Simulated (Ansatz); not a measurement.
Y$_{2}$MgGe$_{2}$:
```
CELL_PARAMETERS angstrom
      7.26548     0.00000     0.00000
      0.00000     7.26548     0.00000
      0.00000     0.00000     4.23989
ATOMIC_POSITIONS crystal
  Y  0.32191 0.17809 0.50000
  Y  0.67809 0.82191 0.50000
  Y  0.82191 0.32191 0.50000
  Y  0.17809 0.67809 0.50000
  Mg 0.00000 0.00000 0.00000
  Mg 0.50000 0.50000 0.00000
  Ge 0.62243 0.12243 0.00000
  Ge 0.37757 0.87757 0.00000
  Ge 0.87757 0.62243 0.00000
  Ge 0.12243 0.37757 0.00000
```

Relaxed with r²SCAN. Special points in fractions of this cell's reciprocal vectors: Γ (0.000, 0.000, 0.000); X (0.000, 0.500, 0.000); M (0.500, 0.500, 0.000); Z (0.000, 0.000, 0.500); R (0.000, 0.500, 0.500); A (0.500, 0.500, 0.500).

### Question
List the band energies nearest the Fermi level at these points for plane-wave PAW r²SCAN (Ansatz code).

### Answer
In eV from the Fermi level; about four levels below and three above (degenerate sets whole), none deeper than 8.9 eV; points with the same levels are listed once.

```json
[
 {"k": "Γ", "below": "-0.94 -0.64 -0.64 -0.57", "above": "0.19 0.19 0.47"},
 {"k": "X", "below": "-0.56 -0.56 -0.35 -0.35", "above": "1.80 1.80 2.19 2.19"},
 {"k": "M", "below": "-0.90 -0.90 -0.80 -0.80", "above": "0.06 0.06 2.11 2.11"},
 {"k": "Z", "below": "-2.43 -2.43 -1.07 -0.61", "above": "0.39 1.20 1.20"},
 {"k": "R", "below": "-1.48 -1.48 -1.16 -1.16", "above": "1.18 1.18 1.37 1.37"},
 {"k": "A", "below": "-2.03 -2.03 -1.21 -1.21", "above": "1.00 1.00 1.66 1.66"}
]
```

Space group P4/mbm. The workflow started from a Materials Project entry (that database holds measured and hypothetical structures alike); the Crystallography Open Database copy checked does not list it. Whether it is the stable phase at ambient conditions was not checked. The cell was relaxed with r²SCAN under the symmetry of its start; its stability against distortions is not shown here. The run is not spin-polarised. Scalar-relativistic: spin–orbit coupling is off unless named, which matters more the heavier the elements.

Potentials: the earlier of the program's two PAW sets.
